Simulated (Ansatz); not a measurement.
GaAs:
```yaml
crystal:
  lattice:
    - [4.00695, 0.00000, 0.00000]
    - [-2.00348, 3.47012, 0.00000]
    - [0.00000, 0.00000, 6.59874]
  atoms:
    - { symbol: Ga, position: [0.66667, 0.33333, 0.99965] }
    - { symbol: Ga, position: [0.33333, 0.66667, 0.49965] }
    - { symbol: As, position: [0.66667, 0.33333, 0.62555] }
    - { symbol: As, position: [0.33333, 0.66667, 0.12555] }
```

Relaxed with HSE06. Special points in fractions of this cell's reciprocal vectors: Γ (0.000, 0.000, 0.000); M (0.500, 0.000, 0.000); K (0.333, 0.333, 0.000); A (0.000, 0.000, 0.500); L (0.500, 0.000, 0.500); H (0.333, 0.333, 0.500).

### Question
List the band energies nearest the valence-band maximum at these points for HSE06 in the plane-wave PAW code Ansatz.

### Answer
In eV from the valence-band maximum; about four levels below and three above (degenerate sets whole), none deeper than 8.9 eV; points with the same levels are listed once.

```
k                        below                          above
-  ---------------------------  -----------------------------
Γ  -1.35 -1.35 -0.18 0.00 0.00            1.29 1.40 4.25 4.25
M      -4.42 -2.93 -2.56 -1.32                 1.95 3.08 4.48
K      -4.88 -3.28 -3.28 -3.03                 2.84 5.70 5.70
A      -0.76 -0.76 -0.76 -0.76  2.18 2.18 5.10 5.10 5.10 5.10
L      -2.34 -2.34 -2.25 -2.25            1.95 1.95 3.61 3.61
H      -4.13 -4.13 -1.87 -1.87            2.78 2.78 5.49 5.49
```

Space group P6_3mc (wurtzite). A made-up cell: these elements were put on the sites of a structure type; the Crystallography Open Database copy checked does not list it. It is not the phase usual at ambient conditions (space group No. 216). The HSE06 relaxation kept the symmetry of its start; whether a distortion lowers the energy is not shown. The hybrid was solved on a coarse mesh, the path and, where they were found, the r²SCAN edge points; its band edges are the extreme levels among these. Scalar-relativistic: spin–orbit coupling is off unless named, which matters more the heavier the elements.

Potentials: the later of the program's two PAW sets.
